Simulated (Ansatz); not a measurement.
Ansatz (an electronic-structure program) input:

Ansatz 0.2 input:
```yaml
crystal:
  lattice:
    - [2.72593042, 0.0, 0.0]
    - [-1.36296521, 2.3607249927, 0.0]
    - [0.0, 0.0, 4.8973220147]
  atoms:
    - { symbol: Hf, position: [0.0, 0.0, 0.0] }
    - { symbol: B, position: [0.3333333333, 0.6666666667, 0.5] }
    - { symbol: N, position: [0.6666666667, 0.3333333333, 0.5] }
kpoints:
  mp_grid: { grid: [17, 17, 9] }
hamiltonian:
  xc: pbesol
  pseudopotentials: { azcp: { folder: ./paw }, kind: paw }
scf:
  occupations: { method: fermi_dirac, width: 0.1 }
phonons:
  method: dfpt
  response_accuracy: low
  eigenvectors: true
  rigid_motions: translations
```

Output (shortened):

```
Pseudopotential: Hf, paw, valence charge 26
Pseudopotential: B, paw, valence charge 3
Pseudopotential: N, paw, valence charge 5
Functional definition: PBEsol
Crystal: 3 atoms, lattice volume = 31.515 Å³
Basis set: ecut = 420 eV, 635 PW (Γ), exchange–correlation on 40×40×72 points (8 copies of the dense FFT grid, shifted against one another)
Bands: 21, of which v1, the nominal top of the filled ones, is band 17 counted from 1 (16 counted from 0)
Symmetry: 12 space group operations
k-points: 405 of 2601 (irreducible under 4 space group operations, time reversal used)
SCF iter   1: F=—  HF=-16136.599557 eV  |F-HF|=—  |Δ(HF+E_count)|=         —  Δρ=1.79e-1  dr2=3.37e1  ethr=3.10e-3  ⟨swp⟩=5.3  Hψ=35625  notcnv=0
preconditioner: auto → Kerker (q_TF=auto, 2.763 Å⁻¹)
SCF iter   2: F=—  HF=-16133.529410 eV  |F-HF|=—  |Δ(HF+E_count)|=    3.07e0  Δρ=1.14e-1  dr2=1.71e1  ethr=3.10e-3  ⟨swp⟩=3.0  Hψ=19139  notcnv=0
SCF iter   3: F=—  HF=-16130.409075 eV  |F-HF|=—  |Δ(HF+E_count)|=    3.12e0  Δρ=4.39e-2  dr2=1.64e0  ethr=3.10e-3  ⟨swp⟩=3.1  Hψ=21572  notcnv=0
SCF iter   4: F=—  HF=-16129.910843 eV  |F-HF|=—  |Δ(HF+E_count)|=   4.98e-1  Δρ=3.31e-2  dr2=4.79e-1  ethr=3.10e-3  ⟨swp⟩=2.2  Hψ=18465  notcnv=0
SCF iter   5: F=—  HF=-16129.759104 eV  |F-HF|=—  |Δ(HF+E_count)|=   1.52e-1  Δρ=8.95e-3  dr2=2.24e-2  ethr=1.41e-3  ⟨swp⟩=2.9  Hψ=17694  notcnv=0
SCF iter   6: F=—  HF=-16129.753787 eV  |F-HF|=—  |Δ(HF+E_count)|=   5.32e-3  Δρ=2.62e-3  dr2=4.00e-3  ethr=6.59e-5  ⟨swp⟩=2.6  Hψ=17193  notcnv=0
SCF iter   7: F=—  HF=-16129.753114 eV  |F-HF|=—  |Δ(HF+E_count)|=   6.73e-4  Δρ=7.10e-4  dr2=1.56e-4  ethr=1.18e-5  ⟨swp⟩=2.3  Hψ=12648  notcnv=0
SCF iter   8: F=—  HF=-16129.753058 eV  |F-HF|=—  |Δ(HF+E_count)|=   5.53e-5  Δρ=1.63e-4  dr2=1.89e-5  ethr=4.58e-7  ⟨swp⟩=2.2  Hψ=14488  notcnv=0
SCF iter  14: F=-16129.753058 eV  HF=-16129.753058 eV  |F-HF|=7.28e-12  |Δ(HF+E_count)|=  3.64e-12  Δρ=6.30e-8  dr2=6.89e-13  ethr=1.00e-12  ⟨swp⟩=7.3  Hψ=49229  notcnv=0
SCF 1 converged in 14 iterations: F = -16129.753058 eV  dr2 = 6.89e-13
DFPT response loops at Γ: preconditioner auto → Kerker (q_TF=auto, 2.763 Å⁻¹) (partly filled bands, converged f_vac=0.000) …
SCF converged after 14 iterations
Free energy (F): -16129.753058 eV
Harris-Foulkes:  -16129.753058 eV  (|F-HF|=7.28e-12)
Internal energy: -16129.695407 eV  (E = F + TS)
E sigma→0 (E₀):  -16129.724232 eV
Entropy (-TS):   -0.057651 eV (-19.217 meV/atom)
Fermi energy:    18.663570 eV
--- Per-component energies (eV) ---
  E_band       = 66.599625
  E_kinetic    = 596.706688
  E_local      = -7260.919562  (includes V_loc(G=0)·N_el)
  E_nonlocal   = 105.372921
  E_hartree    = 3540.490224
  E_xc         = -358.591744
  E_vxc        = -371.459868  (∫ρ·V_xc dr)
  E_paw        = -7773.442232  (= ΣΔE_a)
  E_vpaw       = -84.081960  (= ΣTr[D̂ρ^β])
  E_aug_tail   = 0.000992  (compensation charges beyond the density's cutoff)
  E_ewald      = -4980.606558
  E_core_change = 1.293866  (= ΣΔE_core)
  E_smearing   = -0.057651  (= −TS)
  E_closure    = 0.000000  (closes the sum)
  Σ components = -16129.753058   (vs F -16129.753058, Δ=0.00e0)
  [band-id]    e_kinetic+e_local+e_nonlocal+2·e_hartree+e_vxc+e_vpaw+e_augmentation_tail = 66.599659   (vs E_band 66.599625, Δ=3.36e-5)
--- Band table (eV; the first three rows and the last of 405) ---
  k-point 0: bands = ["-43.3641", "-12.4338", "-10.8393", "-10.8393", "-1.8162", "6.7695", "6.7717", "6.8678", "6.8678", "6.9052", "6.9052", "7.0774", "10.0178", "12.7342", "13.1907", "13.1907", "18.4112", "20.2845", "20.2845", "23.5785", "24.2297"]
  k-point 1: bands = ["-43.3641", "-12.4366", "-10.8393", "-10.8393", "-1.7898", "6.7695", "6.7717", "6.8676", "6.8676", "6.9053", "6.9053", "7.0774", "9.7523", "13.0018", "13.1931", "13.1931", "18.5341", "20.2749", "20.2749", "23.4343", "23.8722"]
  k-point 2: bands = ["-43.3640", "-12.4438", "-10.8393", "-10.8393", "-1.7218", "6.7694", "6.7716", "6.8673", "6.8673", "6.9055", "6.9055", "7.0774", "9.2218", "13.1987", "13.1987", "13.5273", "18.9043", "20.2508", "20.2508", "23.0402", "23.4920"]
  k-point 404: bands = ["-43.1151", "-12.7094", "-12.0450", "-11.7597", "0.4733", "6.7964", "6.8328", "6.8463", "6.8531", "6.8841", "6.9316", "6.9711", "7.8848", "9.5470", "12.2936", "16.5841", "17.7443", "19.3573", "20.0455", "21.0171", "22.4671"]
--- Phonons (Γ-DFPT): 6 representative perturbations + reference, on 405 of 2601 k-points (Σ response iterations 16) ---
  ASR residual: 1.555e-4 → 0.000e0 eV/Å²; symmetrization residual: 2.142e-5 eV/Å²
  ASR residual per site (eV/Å²): 1.55e-4 9.30e-5 4.84e-5
  Γ frequencies (cm⁻¹): -583.82 -50.67 -50.67 0.00 0.00 0.00 114.10 935.69 935.69
  non-analytic LO–TO correction: not included (Born effective charges unavailable; polar crystals: no LO–TO splitting at Γ)
```

Cost: around 2.3 core-minutes (rough) on shared cores.

Space group P-6m2. The start of the workflow was typed in or built on a structure type; neither database checked (COD, Materials Project) lists it. Its standing as an ambient phase is unchecked. The PBEsol relaxation kept the symmetry of its start. At this level the phase is dynamically unstable (imaginary phonons). The run is not spin-polarised. The volume moved by 28 % from the start of the relaxation. As this level gives no gap, phonon frequencies hold no LO–TO term and depend on the k-mesh and smearing (Fermi–Dirac, 0.1 eV here). Scalar-relativistic: spin–orbit coupling is off unless named, which matters more the heavier the elements.

Potentials: the earlier of the program's two PAW sets. The files were generated under PBE; for other functionals the program regenerates the frozen cores, and for LDA and PBEsol the local potential too.

Ansatz is a plane-wave DFT program.
